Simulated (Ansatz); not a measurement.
Given:

Relaxed TiN (rock salt):

```
CELL_PARAMETERS angstrom
      0.00000     2.12337     2.12337
      2.12337     0.00000     2.12337
      2.12337     2.12337     0.00000
ATOMIC_POSITIONS crystal
  N  0.00000 0.00000 0.00000
  Ti 0.50000 0.50000 0.50000
```

In this cell atom 2 (Ti, nearest neighbour N at 2.123 Å; its periodic images, 3.0 Å or more away, move with it) is moved by s towards the nearest neighbour, unit vector (-1.000, 0.000, 0.000); all other atoms and the cell stay fixed.

Calculation: PBE (plane waves to 420 eV, PAW, scalar-relativistic; Ansatz, an electronic-structure program). k mesh 15×15×15 (Γ-centred), Fermi-Dirac smearing 0.05 eV. Energies are smeared free energies. Left out: 2 of 11 points, with atoms too close for the PAW data. With partly filled bands, energies and forces of such displacements shift with the k mesh and the smearing. The PAW data are Ansatz's earlier set. TiN is run without spin polarisation. TiN was relaxed with its symmetry unable to fall. ΔE is measured from the undisplaced structure.

The scan covers s from -0.336 to 0.336 Å in 9 points.

Is this a single well or a double well?

A single well with its minimum at or next to zero displacement.

Is the energy the same for equal positive and negative displacements?

Even: the same for both signs. With its periodic images moving along, the atom's site symmetry in this cell is m-3m.

What force acts on the atom along the line at s = -0.336 Å?

4.31 eV/Å.

What is the force constant k = d²E/ds² of this move at s = 0?

10.2 eV/Å².

With two atoms in the cell this is the zone-centre optical mode. What wavenumber follows?

506 cm⁻¹.

(A displaced cell: forces are minus the slopes of the energy, force constants its curvatures, and phonons follow from these.)
